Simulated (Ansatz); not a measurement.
TeAs2: a faulty run and its cure

The input below was meant for crystalline TeAs2, with PBEsol, plane waves and PAW in Ansatz.

```yaml
crystal:
  lattice:
    - [-3.556454, 3.556454, 2.940516]
    - [3.556454, -3.556454, 2.940516]
    - [3.556454, 3.556454, -2.940516]
  atoms:
    - { symbol: Te, position: [0.75, 0.25, 0.5] }
    - { symbol: Te, position: [0.0, 0.0, 0.0] }
    - { symbol: As, position: [0.375, 0.625, 0.25] }
    - { symbol: As, position: [0.375, 0.125, 0.75] }
    - { symbol: As, position: [0.375, 0.625, 0.75] }
    - { symbol: As, position: [0.875, 0.625, 0.25] }
basis:
  ecutwfc: 420
kpoints:
  mp_grid: { grid: [8, 8, 8] }
hamiltonian:
  xc: pbesol
scf:
  occupations: { method: gaussian, width: 0.1 }
  max_iter: 2
  convergence: { accept_max_iter: true }
  initial_density: { chi_scale: 0, normalization: atom }
output:
  forces: true
  stress: true
  eigenvalues: true
```

Command:

```bash
ansatz run input.yaml --threads 1 --pin off --max-ram 2560MiB --backend cpu --events-out ev --progress --plain --runs-dir out
```

Output, shortened (HF is the Harris–Foulkes energy, dr2 the density residual in eV):

```text
Warning: output.stress: scf.convergence.accept_max_iter lets an SCF close with its threshold on dr2 unmet. What such a close leaves in the stress no threshold then bounds, and a free energy that looks settled does not show it. To mend it, remove scf.convergence.accept_max_iter
Pseudopotential: Te, paw, valence charge 16, recommended cutoff 420 eV (normal)
Pseudopotential: As, paw, valence charge 15, recommended cutoff 420 eV (normal)
Crystal: 6 atoms, lattice volume = 148.771 Å³
Basis set: ecut = 420 eV, 2893 PW (Γ), exchange–correlation on 80×80×80 points (8 copies of the dense FFT grid, shifted against one another)
Bands: 56, of which v1, the nominal top of the filled ones, is band 46 counted from 1 (45 counted from 0)
Symmetry: 16 space group operations
Space group: I41/amd (ITA 141), of the structure as read, at distance tolerance 5.3e-5 Å
k-points: 59 of 512
PAW frozen core: Te, regenerated for the run's functional, and the local potential with it (the file was generated under x = pbe(κ = 0.804, μ = 0.2195), c = pbe(β = 0.0667))
PAW frozen core: As, regenerated for the run's functional, and the local potential with it (the file was generated under x = pbe(κ = 0.804, μ = 0.2195), c = pbe(β = 0.0667))
Initial density: superposition of atomic densities
SCF iter   1: HF=-33053.985286 eV  Δρ=1.27e-2  dr2=2.21e-1
SCF iter   2: F=-33053.933091 eV  HF=-33053.963481 eV  Δρ=8.15e-3  dr2=9.05e-2
stopped at the declared iteration budget: scf.max_iter = 2 spent with dr2 = 9.1e-2 eV against the standard gate 1.0e-7 eV (scf.convergence.accept_max_iter; the run is reported unconverged — every observable carries the unconverged density's error)
SCF 1 stopped at its iteration budget after 2 iterations (unconverged): F = -33053.933091 eV  dr2 = 9.05e-2
SCF stopped at the declared iteration budget after 2 iterations (unconverged)
Free energy (F): -33053.933091 eV
E sigma→0 (E₀):  -33053.925273 eV
Entropy (-TS):   -0.015636 eV (-2.606 meV/atom)
Fermi energy:    9.858788 eV
--- Forces (eV/Å), atoms counted from 1 ---
  atom   1  Te     0.00000000     0.00000000    -0.00000000
  atom   2  Te     0.00000000     0.00000000     0.00000000
  atom   3  As     0.00000000     0.00000000    -0.00000000
  atom   4  As     0.00000000     0.00000000     0.00000000
  atom   5  As     0.00000000    -0.00000000    -0.00000000
  atom   6  As     0.00000000    -0.00000000     0.00000000
--- Stress (GPa, compression-positive) ---
       -3.358690      -0.000000      -0.000000
       -0.000000      -3.358690       0.000000
       -0.000000       0.000000      -4.686723
  P = ⅓ Tr σ = -3.8014 GPa (-38.014 kbar)
```

Problem. Which fault does the input hold?
A. A functional's name that the program doesn't know
B. A cutoff far under the potentials' need
C. A cutoff meant in rydberg typed as eV
D. Cartesian positions typed as fractional ones
E. An unconverged density accepted at the iteration limit

Solution. E. The numbers come from a density that isn't self-consistent. The cure is a higher limit and no acceptance.

The change to the input (which also takes the starting density of the reference run):

```diff
 scf:
-  max_iter: 2
-  convergence: { accept_max_iter: true }
-  initial_density: { chi_scale: 0, normalization: atom }
```

The mended run converges, with a pressure of -3.78 GPa, no gap.

The mended run took 21 s on 1 thread of Oxide Virtual Turin-like Processor (Zen 5), on a shared host, peak memory 0.66 GiB.